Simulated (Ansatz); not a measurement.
A frame of Si₁₁N₁₂ from dynamics at 4000 K, with the forces (eV/Å) computed on a k mesh in the last three columns. Computed with Ansatz, DFT PBE, scalar-relativistic, plane waves, PAW.

Settings: cutoff 420 eV, Γ-centred mesh 4×4×4 on the computed 23-atom cell, Fermi–Dirac smearing of 0.34 eV; no spin polarisation.

```xyz
23
Lattice="6.442 0.121 0.083 0.121 6.596 0.110 0.083 0.110 6.618" Properties=species:S:1:pos:R:3:forces:R:3 pbc="T T T"
Si    4.887    5.048    1.760   -0.400   -0.760   -0.060
Si    0.716    0.136    3.928    1.710    5.070   -3.210
Si    3.769    0.592    0.744    2.350   -2.740   -0.290
Si    5.082    3.344    5.947    0.300   -1.690    1.120
Si    3.487    0.708    3.774   -0.840    3.410   -2.460
Si    1.520    5.266    0.303    1.280   -0.210   -1.850
Si    4.967    5.671    5.873    1.870   -0.170    0.760
Si    3.166    4.162    4.121   -0.740   -0.690   -1.070
Si    2.172    2.575    6.335    0.890   -5.780    0.280
Si    1.139    0.717    1.644    0.930   -1.840   -0.270
Si    0.145    2.796    1.150   -0.840    0.500    0.670
N     3.864    2.097    0.206   -1.380    3.830   -2.190
N     2.221    3.896    5.539    0.230    6.280   -1.320
N     5.670    2.060    2.900   -3.910    2.080    0.260
N     2.999    0.406    2.150   -3.150    0.960    2.320
N     2.253    1.717    4.236   -3.240   -1.200    3.200
N     0.685    5.849    5.299   -2.600   -2.230    4.800
N     3.936    5.806    4.484    1.230   -1.020    0.690
N     0.905    4.607    2.145    0.780   -1.310    0.150
N     3.286    5.195    0.838    1.600    1.110   -1.960
N     1.751    4.306    2.996    0.580    0.570    0.470
N     5.577    6.618    1.077   -1.620   -2.120   -0.810
N     4.350    2.351    3.043    4.970   -2.050    0.770
```

Static pressure 4.6 GPa (no kinetic part), no gap on the mesh.

Counting as bonded all pairs within 1.2 times the summed covalent radii:

```csv
atom → neighbour,mean count,mean length (Å),spread (Å)
N → N,0.33,1.30,0.06
N → Si,2.00,1.82,0.17
Si → N,2.18,1.82,0.17
Si → Si,1.64,2.46,0.08
```

Angles between all pairs of such bonds at an atom (mean ± spread): 120 ± 22° at N, 100 ± 30° at Si.

Spin polarisation was left out, and a magnetic state may lie lower.

Cost: 1 run of about 2 core-minutes, on Arm Neoverse V2 (shared hosts).